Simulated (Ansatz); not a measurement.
LiNi2P2:
```cif
data_Li2Ni4P4
_chemical_formula_sum 'Li2 P4 Ni4'
_space_group_name_H-M_alt 'I4/mmm'
_space_group_IT_number 139
_space_group_name_Hall '-I 4 2'
_cell_length_a 3.73698
_cell_length_b 3.73698
_cell_length_c 9.12861
_cell_angle_alpha 90.000
_cell_angle_beta 90.000
_cell_angle_gamma 90.000
loop_
_atom_site_label
_atom_site_type_symbol
_atom_site_symmetry_multiplicity
_atom_site_Wyckoff_symbol
_atom_site_fract_x
_atom_site_fract_y
_atom_site_fract_z
_atom_site_occupancy
Li1 Li 2 a 0.00000 0.00000 0.00000 1
P1 P 4 e 0.00000 0.00000 0.38154 1
Ni1 Ni 4 d 0.00000 0.50000 0.25000 1
```
(The calculation used a cell of 5 atoms; values per cell refer to that cell.)

Relaxed at zero pressure with r²SCAN (plane waves, PAW; program Ansatz).

**Question.** The volume is lowered by 6 % and shape and atoms relax at that volume. What pressure results, and how do the axes share the change?

**Answer.** 9.3 GPa; a -2.5 %, b -2.5 %, c -1.2 %; the energy rises by 21 meV/atom.

**Question.** Give the new structure.

**Answer.** 
Space group I4/mmm (No. 139); a = b = 3.6448 Å, c = 9.0202 Å, α = β = γ = 90.00°

```
atom  site  symmetry       x       y       z
----  ----  --------  ------  ------  ------
Li      2a     4/mmm  0.0000  0.0000  0.0000
P       4e       4mm  0.0000  0.0000  0.3833
Ni      4d      -4m2  0.0000  0.5000  0.2500
```

The phase is kept; no other phase was compared at this pressure.

The workflow started from an entry of the Crystallography Open Database (COD). Whether it is the stable phase at ambient conditions was not checked. The cell was relaxed with r²SCAN under the symmetry of its start; its stability against distortions is not shown here. The workflow began spin-polarised and lost its moments.

Potentials: the later of the program's two PAW sets.
